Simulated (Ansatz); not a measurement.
A geometry of Mo away from equilibrium: step 2 of the relaxation of a relaxed Mo cell, doubled along one cell vector, shaken by Gaussian noise of σ = 0.08 Å a coordinate. Method: PBEsol (plane waves to 420 eV, PAW, scalar-relativistic; Ansatz, a quantum-chemistry and plane-wave program). Γ-centred k-mesh 14×14×5 on the run's cell (coarser than for final values), Fermi–Dirac smearing 0.05 eV.

```xyz
4
Lattice="-2.5189 2.5237 1.3393 2.5080 -2.5051 1.2828 4.9270 4.8994 -2.6073" Properties=species:S:1:pos:R:3:forces:R:3 pbc="T T T" free_energy=-19586.557 pressure_GPa=1.7
Mo     0.0017     2.4114     0.7495    0.0630   -0.2161    0.0289
Mo     2.4662     4.8149    -0.5165   -0.0167    0.2612   -0.0005
Mo     0.0467    -0.1160    -0.0114   -0.0407    0.1370    0.0270
Mo     2.5043     2.3704    -1.2737   -0.0056   -0.1821   -0.0554
```

Positions in Å, forces in eV/Å, free energy of the cell in eV (comparable only within this code, potentials and settings). Largest force: 0.26 eV/Å, on Mo2 (atoms numbered as listed); the geometry lies 0.63 eV/atom above the end of its relaxation.

No spin polarisation in the result.

The end of the path is a generated cell of Mo: the first start was made by placing the elements on the sites of a structure type, and the end was not matched to a known phase here, so it may be hypothetical. Known forms of Mo include space group No. 229.
